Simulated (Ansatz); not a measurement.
W (bcc (W type), space group No. 229) at seven volumes, r²SCAN in the plane-wave PAW code Ansatz, scaled uniformly. One row is withheld.

| V (Å³/atom) | P (GPa) |
|---|---|
| 14.480 | 37.00 |
| 14.957 | 22.69 |
| 15.434 | ? |
| 15.912 | 0.00 |
| 16.389 | -8.83 |
| 16.866 | -16.34 |
| 17.344 | -22.81 |

Task: Fit the shown pressures and predict the withheld one.

Result: P = (3/2)B₀(x^(7/2) − x^(5/2))[1 + (3/4)(B′ − 4)(x − 1)] with x = (V₀/V)^(2/3). Least squares on the six rows gives V₀ = 15.913 Å³/atom, B₀ = 319 GPa, B′ = 4.34. At V = 15.434, x = 1.0206 and P = 10.42 GPa. The run itself gave 10.42 GPa.

Space group Im-3m (bcc (W type)). The r²SCAN relaxation kept the symmetry of its start. The run is not spin-polarised. Spin–orbit coupling is left out wherever it is not named.

Potentials: the earlier of the program's two PAW sets.
